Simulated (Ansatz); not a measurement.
A distorted cell of GaP (zinc blende):

```yaml
crystal:
  lattice:
    - [0.00000, 2.74079, 2.74079]
    - [2.74079, 0.00000, 2.74079]
    - [2.74079, 2.74079, 0.00000]
  atoms:
    - { symbol: P, position: [0.25000, 0.25000, 0.25000] }
    - { symbol: Ga, position: [0.00000, 0.00000, 0.00000] }
```

Computed with PBEsol (plane waves to 420 eV, PAW, scalar-relativistic; Ansatz, a quantum-chemistry and plane-wave program). k mesh 11×11×11 (Γ-centred), Fermi-Dirac smearing 0.05 eV. The energy includes the smearing's −TS. Stress and pressure are positive under compression. GaP was relaxed with its symmetry unable to fall.

Task: What is the stress tensor (GPa)?

Result: 
```
  -1.91     0.00     0.00
   0.00    -1.91     0.00
   0.00     0.00    -1.91
```
The pressure, a third of the trace, is -1.91 GPa.

Task: It is the relaxed cell scaled evenly to V/V₀ = 1.024, atoms relaxed where free. What is its energy relative to the relaxed cell?

Result: 2.9 meV/atom.

(A scan under strain: stresses follow from slopes of the energy per volume, elastic moduli from its curvatures.)
